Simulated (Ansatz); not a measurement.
Consider the following.

BiB:
```yaml
crystal:
  lattice:
    - [3.58306, 0.00000, 0.00000]
    - [-1.79153, 3.10302, 0.00000]
    - [0.00000, 0.00000, 3.32664]
  atoms:
    - { symbol: B, position: [0.00000, 0.00000, 0.00000] }
    - { symbol: Bi, position: [0.66667, 0.33333, 0.50000] }
```

This is the PBEsol-relaxed structure. x, y and z are the axes in which the lattice vectors are written.

Q: All from plane-wave PAW PBEsol (Ansatz code), unless another level is named. Predict the highest zone-centre frequency.

A: 265 cm⁻¹.

Q: Next, the Debye temperature from the elastic constants?

A: 232 K.

Q: Predict the elastic constants (relaxed ions, GPa).

A: C11 = 129, C12 = 44.9, C13 = 48.9, C33 = 201, C44 = 19.0.

Space group P-6m2. The cell is a constructed one: a structure type filled with these elements; neither database checked (COD, Materials Project) lists it. Its standing as an ambient phase is unchecked. Symmetry was held in the PBEsol relaxation; of distortions, only those at the zone centre were tested. As this level gives no gap, shear constants depend on the k-mesh and smearing (Fermi–Dirac, 0.1 eV here). As this level gives no gap, phonon frequencies hold no LO–TO term and depend on the k-mesh and smearing (Fermi–Dirac, 0.1 eV here). On the denser mesh and wider smearing of the elastic run this cell carries a stress of 0.5 GPa. Scalar-relativistic: spin–orbit coupling is off unless named, which matters more the heavier the elements.

Potentials: the later of the program's two PAW sets.
